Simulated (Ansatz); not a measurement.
## Equation of state of TlCu2S2

A database entry relaxed whole under r2SCAN (I4/mmm):

```xyz
5
Lattice="-1.8864 1.8864 6.7768 1.8864 -1.8864 6.7768 1.8864 1.8864 -6.7768" Properties=species:S:1:pos:R:3 pbc="T T T"
Tl    0.0000    0.0000    0.0000
Cu    0.0000    1.8864    3.3884
Cu    1.8864    0.0000    3.3884
S     0.0000    0.0000    4.7661
S     0.0000    0.0000    8.7875
```

The cell was scaled uniformly, its shape held, and the atoms relaxed at each volume with plane-wave PAW DFT (Ansatz 0.2.0; r2SCAN, 500 eV, 11×11×11 Γ-centred mesh, fermi-dirac occupations of width 0.100 eV; no spin, no spin-orbit coupling). One row is withheld.

```json
{"volume (Å³/atom)": "18.135", "energy over the lowest (meV/atom)": "10.6", "pressure (GPa)": "3.38"}
{"volume (Å³/atom)": "18.520", "energy over the lowest (meV/atom)": "4.3", "pressure (GPa)": "2.11"}
{"volume (Å³/atom)": "18.906", "energy over the lowest (meV/atom)": "0.9", "pressure (GPa)": "0.99"}
{"volume (Å³/atom)": "19.292", "energy over the lowest (meV/atom)": "0.0", "pressure (GPa)": "0.00"}
{"volume (Å³/atom)": "19.678", "energy over the lowest (meV/atom)": "1.3", "pressure (GPa)": "-0.87"}
{"volume (Å³/atom)": "20.064", "energy over the lowest (meV/atom)": "?", "pressure (GPa)": "?"}
{"volume (Å³/atom)": "20.450", "energy over the lowest (meV/atom)": "9.7", "pressure (GPa)": "-2.31"}
```

Task: Fit the pressures of the other rows to the third-order Birch-Murnaghan form.

Result: With f = [(V₀/V)^(2/3) − 1]/2 and P = 3B₀f(1 + 2f)^(5/2)[1 + 3(B₀′ − 4)f/2], least squares gives V₀ = 19.29 Å³ an atom, B₀ = 46.3 GPa and B₀′ = 5.3; the rows miss the fit by less than 0.01 GPa. The slope of the energies differs from these pressures by 0.12 GPa, since they are taken to zero smearing while pressures follow the free energy.

Task: What does the withheld row hold?

Result: The fit gives -1.63 GPa at 20.064 Å³; the run gave -1.63 GPa and 4.7 meV an atom.

Caveats: the shape of the cell was held, so B₀ is an upper bound where the axes differ in stiffness; 0 K, fixed nuclei; the symmetry was kept, and this need not be the phase that is stable at 0 K; one mesh for all volumes; no dispersion correction, so weakly bound layers stand too far apart; pressure is positive in compression.
